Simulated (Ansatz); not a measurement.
AlN (zinc blende, F-43m), plane-wave PAW r²SCAN (Ansatz code). The conduction-band minimum lies at X, with 3 equivalent valleys. Second derivatives d²E/dk² of the lowest band at one valley (eV·Å²), along Cartesian directions:

| direction | d²E/dk² |
|---|---|
| [100] | 14.86 |
| [010] | 23.22 |
| [001] | 23.22 |
| [110] | 19.04 |
| [101] | 19.04 |
| [011] | 23.21 |

**Question.** Find the principal effective masses, the density-of-states mass and the conductivity mass.

**Answer.** Off-diagonal terms follow from H_xy = H[110] − (H_xx + H_yy)/2, and m*/mₑ = 7.620 eV·Å² over each eigenvalue: 0.33, 0.33, 0.51. One valley's DOS mass (m₁m₂m₃)^(1/3) = 0.38, conductivity mass 3/(Σ 1/mᵢ) = 0.37 mₑ.

**Question.** What effective density of states Nc follows at 300 K for parabolic valleys?

**Answer.** Nc = 2.509e19 × 3 × (0.38)^(3/2) ≈ 1.8e19 cm⁻³.

Symmetry was held in the r²SCAN relaxation.

Potentials: the later of the program's two PAW sets.

Edges and masses are those of Kohn–Sham bands, whose gap is no quasiparticle gap.
